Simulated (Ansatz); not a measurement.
**Notes on YbCuSi**

```
CELL_PARAMETERS angstrom
4.11301 0.00000 0.00000
-2.05651 3.56197 0.00000
0.00000 0.00000 7.12059
ATOMIC_POSITIONS crystal
Yb 0.00000 0.00000 0.00000
Yb 0.00000 0.00000 0.50000
Cu 0.33330 0.66670 0.25000
Cu 0.66660 0.33330 0.75000
Si 0.33330 0.66670 0.75000
Si 0.66660 0.33330 0.25000
```

Method: r2SCAN, no spin polarisation; PAW, plane waves to 500 eV, 7×7×4 Γ-centred mesh, fermi-dirac occupations (width 0.1 eV) (Ansatz 0.2.0), atoms fixed.

Are the atoms at rest?

Nearly at rest: the largest force is 0.002 eV/Å.

What does the stress say?

The pressure is 3.8 GPa (compression positive), so with the atoms held at these fractions the cell would first expand. The principal stresses 3.2, 3.2, 5.0 GPa differ, so its shape would change too.

Give the Bader charges.

Bader charges in e: Yb +1.45, Si -0.89, Cu -0.56. In the mean Yb gives up most and Si takes most.

Is it stable against the elements?

-0.55 eV an atom against the elements' usual phases (free molecules for gases, crystals otherwise, with no correction for O₂ or N₂), so it is bound against them; other compounds may still compete. Relaxing would lower it.

Metal or insulator?

It is a metal, with about 6.8 states/eV a cell as the mean within 0.25 eV of the Fermi level, mostly Yb f (46 %), Si p (26 %) and Yb d (17 %).

Origin: a database entry at a rescaled volume. Caveats: no spin polarisation, so a magnetic state may lie lower; f levels without a U or exact exchange are poorly placed.
